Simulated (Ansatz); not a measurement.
Relaxed-ion elastic tensor of TiAu in space group P4/nmm (No. 129; Ti on 2c, Au on 2c) in GPa (Voigt order), PBEsol (plane waves, PAW; program Ansatz); density 12.37 g/cm³, 16.43 Å³ per atom.

```json
[
 {"": "1", "1": "207", "2": "141", "3": "133", "4": "0.0", "5": "0.0", "6": "0.0"},
 {"": "2", "1": "141", "2": "207", "3": "133", "4": "0.0", "5": "0.0", "6": "0.0"},
 {"": "3", "1": "133", "2": "133", "3": "228", "4": "0.0", "5": "0.0", "6": "0.0"},
 {"": "4", "1": "0.0", "2": "0.0", "3": "0.0", "4": "100", "5": "0.0", "6": "0.0"},
 {"": "5", "1": "0.0", "2": "0.0", "3": "0.0", "4": "0.0", "5": "100", "6": "0.0"},
 {"": "6", "1": "0.0", "2": "0.0", "3": "0.0", "4": "0.0", "5": "0.0", "6": "117"}
]
```

Question: Is the crystal mechanically stable?

Answer: Yes: the smallest eigenvalue of C is 65.8 GPa.

Question: Work out the Voigt, Reuss and Hill averages.

Answer: K_V = 162, K_R = 162, K_H = 162; G_V = 79.2, G_R = 61.8, G_H = 70.5 GPa.

Question: Give Young's modulus, Poisson's ratio, Pugh's ratio and the universal anisotropy index.

Answer: E = 9KG/(3K + G) = 185 GPa; ν = 0.31; K/G = 2.29 (ductile by the Pugh limit of 1.75); A_U = 5G_V/G_R + K_V/K_R − 6 = 1.41.

Question: Estimate the sound speeds and the Debye temperature.

Answer: v_l = √((K + 4G/3)/ρ) = 4550 m/s, v_t = √(G/ρ) = 2390 m/s, mean 2670 m/s; Θ = (h/k)(3n/4πV)^(1/3) v_m = 313 K.

Question: Solve the Christoffel equation for the three sound speeds along x, y, z.

Answer: Eigenvalues of C_ijkl n_j n_l equal ρv². In km/s, slowest first: x 2.85, 3.08, 4.09; y 2.85, 3.08, 4.09; z 2.85, 2.85, 4.29.

Question: How much does each axis shrink under pressure?

Answer: Linear compressibilities β_i = Σ_j S_ij (j = 1 to 3): x 2.2, y 2.2, z 1.9 per TPa.

The workflow started from a Materials Project entry (that database holds measured and hypothetical structures alike); the Crystallography Open Database copy checked does not list it. COD files the formula under space group No. 221. Whether it is the stable phase at ambient conditions was not checked. Symmetry was held in the PBEsol relaxation; whether a distortion lowers the energy is not shown. The run is not spin-polarised. As this level gives no gap, shear constants depend on the k-mesh and smearing (Fermi–Dirac, 0.1 eV here). Spin–orbit coupling is left out wherever it is not named.

Potentials: the later of the program's two PAW sets.
